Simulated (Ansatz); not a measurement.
## Ir: energy along a strain

Ir, P6_3/mmc, a = 2.751 Å, c = 4.462 Å (as given, not relaxed at this level: -12.5 GPa). This isn't the element's structure at ambient conditions. Ansatz: PBEsol, PAW, 420 eV, Γ-centred 18×18×12 mesh on 2 atoms, Gaussian smearing 0.15 eV; no spin polarisation. Cell vectors (Å): 2.751 0.000 0.000; -1.376 2.383 0.000; 0.000 0.000 4.462. The cell is strained by x per cent times the pattern (0 0 0 0 1 0) in the order xx yy zz yz xz xy (engineering shears), with fractional coordinates held. y is the free energy over the start, V0 = 14.627 Å³/atom. Symmetry makes y even in x. Points with a strain past 8.5 % were computed too (4) and aren't used here.

```tsv
x (%)	y (meV/atom)
-7.50	21.73
0.00	0.00
1.87	1.36
3.75	?
5.62	12.23
```

Q: Fit y = c2 x² + c4 x⁴ to the other rows, get the stiffness along the pattern, and predict the missing energy.

A: Least squares on the rows shown. y = 0.38842 x² − 3.7487×10⁻⁵ x⁴. The clamped-ion stiffness p·C·p = 2 × 3.884 eV × 160.2 / 14.627 Å³ = 85 GPa, which is C55 in these axes (second derivative at the start, which stands under stress). At x = 3.75 the fit asked for gives 5.45 meV/atom. The run gave 5.46 meV/atom, so the fit is 0.01 meV/atom too low, a small miss on the scale of the series.

Spin–orbit coupling is left out, which can shift energies with elements as heavy as these.

Cost: 9 runs of about 2.7 core-minutes in all, on AMD EPYC 7R13 Processor (Zen 3) (shared hosts).